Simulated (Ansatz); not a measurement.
The following input was run with Ansatz 0.2.0.

```yaml
crystal:
  lattice:
    - [4.42503777, 0.0, 0.0]
    - [0.0, 4.42503777, 0.0]
    - [0.0, 0.0, 4.42503777]
  atoms:
    - { symbol: Cs, position: [0.0, 0.0, 0.0] }
    - { symbol: Ca, position: [0.5, 0.5, 0.5] }
    - { symbol: F, position: [0.0, 0.5, 0.5] }
    - { symbol: F, position: [0.5, 0.0, 0.5] }
    - { symbol: F, position: [0.5, 0.5, 0.0] }
basis:
  ecutwfc: 500
kpoints:
  mp_grid: { grid: [6, 6, 6] }
hamiltonian:
  xc: r2scan
scf:
  occupations: { method: gaussian, width: 0.02 }
output:
  forces: true
  stress: true
  eigenvalues: true
```

Command:
```bash
ansatz run input.yaml --threads 1 --pin off --max-ram 2560MiB --backend cpu --events-out ev --progress --plain --runs-dir out
```

Method: DFT r2SCAN, scalar-relativistic, plane waves, PAW (Ansatz).

Abridged output (iterations and final results):

```
SCF iter   1: F=—  HF=-9946.688292 eV  |F-HF|=—  |Δ(HF+E_count)|=         —  Δρ=8.04e-3  dr2=5.86e-2  dr2_τ=1.01e-1  ethr=1.77e-3  ⟨swp⟩=9.9  Hψ=2987  notcnv=0
SCF iter   2: F=—  HF=-9946.804730 eV  |F-HF|=—  |Δ(HF+E_count)|=   1.16e-1  Δρ=3.54e-3  dr2=6.71e-3  dr2_τ=1.06e-3  ethr=1.47e-4  ⟨swp⟩=2.6  Hψ=1141  notcnv=0  defer=20
SCF iter   3: F=—  HF=-9946.802701 eV  |F-HF|=—  |Δ(HF+E_count)|=   2.03e-3  Δρ=1.24e-3  dr2=9.88e-4  dr2_τ=1.32e-4  ethr=1.68e-5  ⟨swp⟩=2.2  Hψ=809  notcnv=0
automatic band count: iteration 3 solves 24 bands in place of 25: the levels show a gap, and the empty bands left out lie too high to hold charge; the band table lists the bands solved (type scf.n_extra_bands for more)
SCF iter   4: F=—  HF=-9946.802385 eV  |F-HF|=—  |Δ(HF+E_count)|=   3.16e-4  Δρ=2.91e-4  dr2=3.35e-5  dr2_τ=7.39e-6  ethr=2.47e-6  ⟨swp⟩=2.0  Hψ=861  notcnv=0
SCF iter   5: F=—  HF=-9946.802392 eV  |F-HF|=—  |Δ(HF+E_count)|=   7.08e-6  Δρ=4.84e-5  dr2=1.81e-6  dr2_τ=1.46e-7  ethr=8.38e-8  ⟨swp⟩=2.0  Hψ=800  notcnv=0
SCF iter   6: F=—  HF=-9946.802392 eV  |F-HF|=—  |Δ(HF+E_count)|=   3.32e-7  Δρ=1.86e-5  dr2=2.99e-7  dr2_τ=2.24e-8  ethr=4.52e-9  ⟨swp⟩=2.0  Hψ=832  notcnv=0
SCF iter   7: F=-9946.802392 eV  HF=-9946.802392 eV  |F-HF|=9.02e-9  |Δ(HF+E_count)|=   3.17e-8  Δρ=3.69e-6  dr2=1.19e-8  dr2_τ=3.79e-10  ethr=2.50e-10  ⟨swp⟩=5.2  Hψ=2111  notcnv=0
SCF 1 converged in 7 iterations: F = -9946.802392 eV  dr2 = 1.19e-8
SCF converged after 7 iterations
Free energy (F): -9946.802392 eV
Harris-Foulkes:  -9946.802392 eV  (|F-HF|=9.02e-9)
Internal energy: -9946.802392 eV  (E = F + TS)
E sigma→0 (E₀):  -9946.802392 eV
Fermi energy:    6.933139 eV
--- Per-component energies (eV) ---
  E_band       = -258.861089
  E_kinetic    = 1052.119327
  E_local      = -2809.862118  (includes V_loc(G=0)·N_el)
  E_nonlocal   = 310.863455
  E_hartree    = 1060.076924
  E_xc         = -541.886523
  E_vxc        = -687.106927  (∫ρ·V_xc dr)
  E_paw        = -6566.307332  (= ΣΔE_a)
  E_vpaw       = -289.300650  (= ΣTr[D̂ρ^β])
  E_aug_tail   = 0.002912  (compensation charges beyond the density's cutoff)
  E_vtau       = 44.265247  (kinetic-family band-sum trace: ∫τ·v_τ [+ j·A + Jᵃ·Aᵃ] dr)
  E_ewald      = -2451.544076
  E_core_change = -0.264961  (= ΣΔE_core)
  E_smearing   =  0.000000  (= −TS)
--- Forces (eV/Å), atoms counted from 1 ---
  atom   1  Cs     0.00000000     0.00000000     0.00000000
  atom   2  Ca     0.00000000     0.00000000     0.00000000
  atom   3  F      0.00000000     0.00000000     0.00000000
  atom   4  F      0.00000000     0.00000000     0.00000000
  atom   5  F      0.00000000     0.00000000     0.00000000
--- Stress (GPa, compression-positive) ---
        3.923129       0.000000       0.000000
        0.000000       3.923129       0.000000
        0.000000       0.000000       3.923129
  P = ⅓ Tr σ = 3.9231 GPa (39.231 kbar)
--- Band table (eV; the first three rows and the last of 20) ---
  k-point 0: bands = ["-33.8252", "-17.7512", "-17.5708", "-17.5708", "-14.7408", "-14.1264", "-14.1264", "-14.1264", "-1.4621", "-1.4621", "-1.4621", "2.1565", "2.1565", "2.1565", "2.2410", "2.2410", "2.2410", "2.6974", "2.6974", "2.6974", "11.1688", "11.6461", "11.6461", "12.2111"]
  k-point 1: bands = ["-33.8236", "-17.7923", "-17.6341", "-17.5701", "-14.7529", "-14.1249", "-14.1249", "-13.9380", "-1.4715", "-1.4236", "-1.4236", "1.9466", "2.1044", "2.1044", "2.1996", "2.2230", "2.2230", "2.4777", "2.6467", "2.6467", "11.5659", "11.8675", "12.1208", "12.3141"]
  k-point 2: bands = ["-33.8203", "-17.9538", "-17.6548", "-17.5687", "-14.7774", "-14.1218", "-14.1218", "-13.5824", "-1.4894", "-1.3421", "-1.3421", "1.4969", "1.9435", "1.9435", "2.1190", "2.1226", "2.2548", "2.2548", "2.5340", "2.5340", "12.2352", "12.3693", "12.5607", "13.0380"]
  k-point 19: bands = ["-33.8060", "-18.0100", "-18.0100", "-18.0100", "-14.7577", "-13.4047", "-13.4047", "-13.4047", "-2.0484", "-2.0484", "-2.0484", "0.9670", "1.3665", "1.3665", "2.2912", "2.2912", "2.2912", "2.6658", "2.6658", "2.6658", "12.6703", "12.6703", "12.6703", "14.0738"]
```

Self-consistency was reached.

Time: 7.2 s on 1 thread of Arm Neoverse V2, on a shared host, peak memory 0.63 GiB.